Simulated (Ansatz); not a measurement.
Property card for La

La:
```cif
data_La4
_chemical_formula_sum 'La4'
_space_group_name_H-M_alt 'P63/mmc'
_space_group_IT_number 194
_space_group_name_Hall '-P 6c 2c'
_cell_length_a 3.58436
_cell_length_b 3.58436
_cell_length_c 11.56087
_cell_angle_alpha 90.000
_cell_angle_beta 90.000
_cell_angle_gamma 120.000
loop_
_atom_site_label
_atom_site_type_symbol
_atom_site_symmetry_multiplicity
_atom_site_Wyckoff_symbol
_atom_site_fract_x
_atom_site_fract_y
_atom_site_fract_z
_atom_site_occupancy
La1 La 2 a 0.00000 0.00000 0.00000 1
La2 La 2 c 0.33333 0.66667 0.25000 1
```

Space group P6_3/mmc (No. 194), dhcp (α-La type); conventional cell a = b = 3.584 Å, c = 11.561 Å, α = β = 90.00°, γ = 120.00°.

Method: plane-wave PAW LDA (Ansatz code). The cell and atoms are relaxed at this level. Other levels are named where they apply.

**Cell and energy**

```yaml
volume_per_atom: 32.16 Å³
density: 7.17 g/cm³
```

**Electronic structure**

```yaml
electronic_character: metallic (no gap)
Density of states at the Fermi level: 1.4 states/eV per atom (mean over ±0.08 eV)
```

The cell was relaxed with LDA under the symmetry of its start. Axis ratios of metals converge slowly with the k-mesh, so a and c are less sure than the volume. Spin–orbit coupling is left out wherever it is not named.

Potentials: the earlier of the program's two PAW sets. The files were generated under PBE; for other functionals the program regenerates the frozen cores, and for LDA and PBEsol the local potential too.
